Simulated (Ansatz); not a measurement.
**TiRePS5: reading a single point**

```yaml
crystal:
  lattice:
    - [6.09331, 0.00000, 0.00000]
    - [-0.23149, 6.88385, 0.00000]
    - [-1.17069, -2.50671, 8.37180]
  atoms:
    - { symbol: Re, position: [0.27458, 0.31594, 0.54710] }
    - { symbol: Re, position: [0.72542, 0.68406, 0.45290] }
    - { symbol: Ti, position: [0.50220, 0.27620, 0.00090] }
    - { symbol: Ti, position: [0.49780, 0.72380, 0.99910] }
    - { symbol: P, position: [0.72300, 0.10320, 0.27150] }
    - { symbol: P, position: [0.27700, 0.89680, 0.72850] }
    - { symbol: S, position: [0.39710, 0.06090, 0.17520] }
    - { symbol: S, position: [0.60290, 0.93910, 0.82480] }
    - { symbol: S, position: [0.33300, 0.54280, 0.13370] }
    - { symbol: S, position: [0.66700, 0.45720, 0.86630] }
    - { symbol: S, position: [0.84510, 0.30810, 0.17590] }
    - { symbol: S, position: [0.15490, 0.69190, 0.82410] }
    - { symbol: S, position: [0.15790, 0.16550, 0.82910] }
    - { symbol: S, position: [0.84210, 0.83450, 0.17090] }
    - { symbol: S, position: [0.77320, 0.18500, 0.50290] }
    - { symbol: S, position: [0.22680, 0.81500, 0.49710] }
```

Level: r2SCAN, no spin polarisation; 500 eV; 3×3×2 (shifted by 0.5, 0, 0.5 steps) mesh; fermi-dirac occupations (width 0.1 eV); Ansatz 0.2.0, fixed geometry.

**Electronic structure.** It is a metal, with about 14 states/eV a cell as the mean within 0.25 eV of the Fermi level, mostly Re d (69 %).
**Forces.** The largest is on S15 (and as large on other atoms): 2.34 eV/Å, components (0.46, 0.06, 2.29). It makes 169° with the line to a nearest neighbour, P5 at 1.94 Å, pointing away from it.
**Formation energy.** 0.34 eV an atom against the elements' usual phases (free molecules for gases, crystals otherwise, with no correction for O₂ or N₂), so at this geometry it isn't bound against them. Relaxing would lower it.
**Stress.** The pressure is 0.7 GPa (compression positive), so with the atoms held at these fractions the cell would first expand; the forces are large, so a full relaxation may end otherwise. The principal stresses -2.2, 0.8, 3.7 GPa differ, so its shape would change too.

Origin: a known structure type with other elements, at an estimated volume, so it need not be a known compound. Caveats: many states at the Fermi level without spin polarisation, so a magnetic state may lie lower; the k mesh is coarse if the cell is a metal; atoms or cell far from equilibrium.
